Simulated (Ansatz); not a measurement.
**Property card for LaFeGe$_{3}$**

LaFeGe₃:
Space group I4mm (No. 107); a = 4.301 Å, b = 4.301 Å, c = 9.878 Å, α = 90.00°, β = 90.00°, γ = 90.00°

```csv
atom,site,symmetry,x,y,z
La,2a,4mm,0.0000,0.0000,0.9990
Fe,2a,4mm,0.0000,0.0000,0.6644
Ge,2a,4mm,0.0000,0.0000,0.4367
Ge,4b,2mm.,0.0000,0.5000,0.2551
```
(The calculation used a cell of 5 atoms; values per cell refer to that cell.)

Space group I4mm (No. 107); conventional cell a = 4.301 Å, b = 4.301 Å, c = 9.878 Å, α = 90.00°, β = 90.00°, γ = 90.00°.

Method: PBEsol in the plane-wave PAW code Ansatz. Geometry: relaxed at this level of theory. Other levels are named where they apply.

### Cell and energy

```yaml
volume_per_atom: 18.27 Å³
density: 7.50 g/cm³
Formation energy from the elements (no fitted shifts): -0.61 eV/atom
```

### Electronic structure

```yaml
electronic_character: metallic (no gap)
Density of states at the Fermi level: 0.49 states/eV per atom (mean over ±0.08 eV)
```

### Magnetism

```yaml
magnetic_order: non-magnetic (starting moments vanished)
```

### Charges

```yaml
bader_charges: La +1.36, Fe -0.35, Ge -0.51 to -0.25 e
```

The measured cell (COD 2204979, doi:10.1107/S1600536804031253; 295 K, pressure taken as ambient) has 19.01 Å³ per atom; the computed volume differs by -3.9 %, which includes thermal expansion and zero-point motion.

The workflow started from an entry of the Crystallography Open Database (COD, 295 K). Its standing as an ambient phase is unchecked. The PBEsol relaxation kept the symmetry of its start; its stability against distortions is not shown here. The workflow began spin-polarised and lost its moments. The cell computed holds one magnetic atom, so no antiferromagnetic order was within reach. The references are the lowest solids computed at this level, not always the standard phases. Scalar-relativistic: spin–orbit coupling is off unless named, which matters more the heavier the elements.

Potentials: the later of the program's two PAW sets.
